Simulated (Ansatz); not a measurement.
Relaxed ZnSe (zinc blende):

```
CELL_PARAMETERS angstrom
      0.00000     5.66608     5.66608
      2.83304     2.83304     5.66608
      2.83304     2.83304     0.00000
ATOMIC_POSITIONS crystal
  Se 0.00000 0.75000 0.75000
  Se 0.50000 0.75000 0.75000
  Zn 0.00000 0.00000 0.00000
  Zn 0.50000 0.00000 0.00000
```

The atoms are displaced by Q × the pattern below (from a DFPT mode at X = (0.5, 0.5, 0.0), largest move 1; Q in Å), at fixed cell. It is one choice among 2 degenerate patterns. (q is in reciprocal vectors of the primitive cell; the cell shown is doubled to hold the pattern.)

```csv
atom,x,y,z
Se1,-0.704,0.000,0.000
Se2,0.704,0.000,0.000
Zn3,0.000,-1.000,0.000
Zn4,0.000,1.000,0.000
```

Calculation: r2SCAN (plane waves to 500 eV, PAW, scalar-relativistic; Ansatz, a program for electronic structure). k mesh 10×10×10 (Γ-centred), Fermi-Dirac smearing 0.05 eV. E stands for the smeared free energy. The PAW data are Ansatz's earlier set. ZnSe was relaxed with its symmetry unable to fall. ΔE is measured from the undisplaced structure.

| Q (Å) | ΔE (meV/cell) |
|---|---|
| -0.1000 | 19.8 |
| -0.0833 | 13.7 |
| -0.0667 | 8.8 |
| -0.0500 | withheld |
| -0.0333 | 2.2 |
| -0.0167 | 0.5 |
| 0.0000 | 0.0 |
| 0.0167 | 0.5 |
| 0.0333 | 2.2 |
| 0.0500 | withheld |
| 0.0667 | 8.8 |
| 0.0833 | 13.7 |
| 0.1000 | 19.8 |

**Question.** Fit an even polynomial form (powers 2, 4) to the given rows and predict ΔE at Q = -0.0500.

**Answer.** Least squares on the 11 given rows: ΔE = (1971)·Q² + (861.9)·Q⁴, in meV/cell with Q in Å; root-mean-square residual 0.02 meV/cell. At -0.0500 the fit gives 4.9 meV/cell; the calculation gives 4.9 meV/cell, the same to the digits shown. The quadratic term alone would give 4.9 meV/cell.

(For displaced atoms, the force is minus the slope of the energy, and its curvature is a force constant, which sets phonon frequencies.)
